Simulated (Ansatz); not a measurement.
Relaxed GaP (zinc blende):

```yaml
crystal:
  lattice:
    - [0.00000, 2.72569, 2.72569]
    - [2.72569, 0.00000, 2.72569]
    - [2.72569, 2.72569, 0.00000]
  atoms:
    - { symbol: P, position: [0.75000, 0.75000, 0.75000] }
    - { symbol: Ga, position: [0.00000, 0.00000, 0.00000] }
```

Level of theory: r2SCAN (plane waves to 500 eV, PAW, scalar-relativistic; Ansatz, a quantum-chemistry and plane-wave program). k mesh 8×8×8 (Γ-centred), Fermi-Dirac smearing 0.05 eV. As the smearing reaches across the gap at some points, energies and forces of such displacements shift with the k mesh and the smearing. GaP was relaxed with its symmetry unable to fall.

One atom of the cell was then moved (with its periodic images), all else fixed, and the forces (eV/Å) came out as:

```json
[
 {"atom": "P1", "Fx": "0.000", "Fy": "0.000", "Fz": "2.502"},
 {"atom": "Ga2", "Fx": "0.000", "Fy": "0.000", "Fz": "-2.502"}
]
```

With two atoms only their relative shift counts; take P1 as fixed.

Q: Which atom was moved, and by which vector (Å)?

A: Ga2, by (0.00, 0.00, 0.26), 0.26 Å in all.

(A displaced cell: forces are minus the slopes of the energy, force constants its curvatures, and phonons follow from these.)
